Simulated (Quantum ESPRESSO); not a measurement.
Inputs of pw.x and gipaw.x (a modified build of Quantum ESPRESSO, PBE) for Li2O; the starting potential comes from an earlier run on another mesh:

```
&CONTROL
  calculation = 'scf'
  prefix = 'x'
  pseudo_dir = './pseudo'
  outdir = './out'
  tprnfor = .true.
/
&SYSTEM
  ibrav = 0
  nat = 3
  ntyp = 2
  ecutwfc = 45
  ecutrho = 180
  occupations = 'fixed'
  nbnd = 6
/
&ELECTRONS
  conv_thr = 1e-11
  startingpot = 'file'
/
ATOMIC_SPECIES
Li 6.940 Li.GGA_PBE-JTH.UPF
O 15.999 O.GGA_PBE-JTH.UPF
CELL_PARAMETERS angstrom
   -0.000000000000     2.338489275000     2.303586450000
    2.338489275000    -0.000000000000     2.303586450000
    2.338489275000     2.338489275000     0.000000000000
ATOMIC_POSITIONS crystal
Li     0.750000000000     0.750000000000     0.750000000000
Li     0.250000000000     0.250000000000     0.250000000000
O     -0.000000000000     0.000000000000    -0.000000000000
K_POINTS automatic
5 5 5 1 1 1
```

```
&INPUTGIPAW
  job = 'nmr'
  prefix = 'x'
  tmp_dir = './out/'
  restart_mode = 'from_scratch'
  pawproj(1) = .true.
  pawproj(2) = .true.
  use_nmr_macroscopic_shape = .false.
/
```

The cell was made here from a computed Materials Project entry: strained by -1 % along the cube axis and by +0.5 % across it, atoms relaxed (PBE without dispersion, pw.x of Quantum ESPRESSO, symmetry kept). The parent is Li2O in Fm-3m. Stability against distortions was not tested.

**Question.** Predict the shielding tensors that the run ends with.

**Answer.** 
```
     f-sum rule (should be    -9.2136):
            -9.2139         -0.0000          0.0000
            -0.0000         -9.2139          0.0000
             0.0000         -0.0000         -9.2139

     Total NMR chemical shifts in ppm: ---------------------------------------
     (adopting the Simpson convention for anisotropy and asymmetry)-----------

     Atom  1  Li  pos: (  1.068605  1.068605  1.052656)  Total sigma:          78.25
            78.3143         -0.0000         -0.0000
            -0.0000         78.3143         -0.0000
            -0.0000         -0.0000         78.1075

     Li      1    anisotropy:     -0.21    eta:    0.0000
     Li      1    sigma_11=     78.31
     Li      1    sigma_22=     78.31
     Li      1    sigma_33=     78.11

     Atom  2  Li  pos: (  0.356202  0.356202  0.350885)  Total sigma:          78.25
            78.3143         -0.0000         -0.0000
            -0.0000         78.3143         -0.0000
             0.0000         -0.0000         78.1075

     Li      2    anisotropy:     -0.21    eta:    0.0000
     Li      2    sigma_11=     78.31
     Li      2    sigma_22=     78.31
     Li      2    sigma_33=     78.11

     Atom  3  O   pos: (  0.000000 -0.000000  0.000000)  Total sigma:         203.60
           200.9707         -0.0000         -0.0000
            -0.0000        200.9707         -0.0000
            -0.0000         -0.0000        208.8660

     O       3    anisotropy:      7.90    eta:    0.0000
     O       3    sigma_11=    200.97
     O       3    sigma_22=    200.97
     O       3    sigma_33=    208.87
```
The printed anisotropy is 3/2 (σ_33 − σ_iso) in the program's own order; the axes are left out here. Anisotropies that symmetry doesn't fix are less certain than the isotropic values. These are absolute shieldings with no macroscopic susceptibility term; δ = σ_ref − σ needs a reference computed alike. By our sweeps, such settings leave a few ppm in absolute σ.
